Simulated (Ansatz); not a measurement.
Relaxed HfO$_{2}$ (tetragonal-ZrO2 type, space group P4_2/nmc):

```
HfO2
1.0
    3.60482     0.00000     0.00000
    0.00000     3.60482     0.00000
    0.00000     0.00000     5.26502
Hf O
2 4
Direct
  0.00000   0.00000   0.00000
  0.50000   0.50000   0.50000
  0.00000   0.50000   0.19324
  0.00000   0.50000   0.69324
  0.50000   0.00000   0.30676
  0.50000   0.00000   0.80676
```

Scan: atom 4 (O, nearest neighbour Hf at 2.070 Å; its periodic images, 3.6 Å or more away, move with it) is displaced towards the nearest neighbour, direction (-0.871, 0.000, -0.492) in Cartesian axes, by s. The other atoms stay.

The numbers are results of PBE (plane waves to 420 eV, PAW, scalar-relativistic; Ansatz, an electronic-structure program), not measurements. k mesh 7×7×5 (Γ-centred), Fermi-Dirac smearing 0.05 eV. The energy includes the smearing's −TS. Left out: 3 of 11 points, with atoms too close for the PAW data. F∥ is the force on the atom along that direction. HfO2 is run without spin polarisation. HfO2 was relaxed with its symmetry unable to fall. Spin-orbit coupling is left out, though Hf is heavy. The PAW data are Ansatz's earlier set. This is a high-temperature form of HfO2. The zero of ΔE is the undisplaced structure.

Question: Give the computed ΔE (meV/cell) and F∥ (eV/Å) at s (Å) = -0.620, -0.496, -0.372, -0.248, -0.124, 0.124, 0.248.

Answer: 
```csv
s (Å),ΔE (meV/cell),F∥ (eV/Å)
-0.620,2092,5.584
-0.496,1436,4.957
-0.372,871,4.137
-0.248,420,3.096
-0.124,115,1.763
0.124,143,-2.450
0.248,658,-6.139
```

(A displaced cell: forces are minus the slopes of the energy, force constants its curvatures, and phonons follow from these.)
